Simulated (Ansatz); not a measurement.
W (bcc, W type)

```yaml
crystal:
  lattice:
    - [-1.59183, 1.59183, 1.59183]
    - [1.59183, -1.59183, 1.59183]
    - [1.59183, 1.59183, -1.59183]
  atoms:
    - { symbol: W, position: [0.00000, 0.00000, 0.00000] }
```

Grid over V/V₀ and (c/a)/(c/a)₀, subscript 0 meaning the relaxed cell; the conventional c axis lies along z; no internal relaxation.

Level of theory: PBE (plane waves to 420 eV, PAW, scalar-relativistic; Ansatz, a quantum-chemistry and plane-wave program). k mesh 20×20×20 (Γ-centred), Fermi-Dirac smearing 0.05 eV. Compression counts positive. With partly filled bands, the response to shear is sensitive to the k mesh, so small differences along c/a are uncertain. Spin-orbit coupling is left out, though W is heavy. The PAW data are Ansatz's earlier set. W is run without spin polarisation. W was relaxed with its symmetry unable to fall.

At one point of the scan the stress tensor (GPa) is:

```
    2.0      0.0      0.0
    0.0      2.0      0.0
    0.0      0.0    -18.8
```

Question: Which point is it?
(A) V/V₀ = 0.980, (c/a)/(c/a)₀ = 1.080
(B) V/V₀ = 1.020, (c/a)/(c/a)₀ = 1.080
(C) V/V₀ = 1.020, (c/a)/(c/a)₀ = 1.040
(D) V/V₀ = 1.000, (c/a)/(c/a)₀ = 1.080

Answer: B, V/V₀ = 1.020, (c/a)/(c/a)₀ = 1.080

(Under strain, the slope of the energy per volume gives the stress and its curvature an elastic modulus.)
